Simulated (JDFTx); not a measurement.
Reference run:

| Item | Value |
|---|---|
| surface | Hf(0001) |
| bulk | Hf, P6_3/mmc, lattice of mp-103 (not re-optimised) |
| slab | 4 atoms in 4 planes, 1x1, 7.6 Å between the outermost planes |
| in-plane cell | 3.192 × 3.192 Å, 8.83 Å² |
| cell height | 23.6 Å |
| sampling | 8×8×1 k mesh, Fermi smearing 0.01 Ha, no spin polarisation |

Reference level: LDA, GBRV ultrasoft potentials, plane waves to 20/100 Ha, in JDFTx (a modified build). Unrelaxed; liquid: CANDLE, water, 1 M NaF. U vs SHE = −μ/e − 4.44 V throughout (conventional absolute potential of the hydrogen electrode). LDA and PBEsol take their own potentials, PW91 and RPBE those of PBE; the lattice is kept.

| functional | work function (eV) | U_pzc (V) | mean C above U_pzc (μF/cm²) | k states × plane waves | cycles, vacuum run | rough core time, vacuum run |
|---|---|---|---|---|---|---|
| LDA | 4.53 | -0.36 | 38 over 0.5 V | 10 × 6003 | 19 | 3 min |
| PBEsol | 4.41 | -0.49 | 47 over 0.5 V | 10 × 6003 | 19 | 3 min |
| PW91 | ? | ? | 46 over 0.5 V | 10 × 6003 | 19 | 4 min |
| RPBE | 4.25 | -0.67 | 54 over 0.5 V | 10 × 6003 | 19 | 3 min |

Task: Some entries are withheld; supply them.

Result: 
- PW91, work function (eV): 4.36
- PW91, U_pzc (V): -0.54

Core times come from shared machines and are rough, one run each.
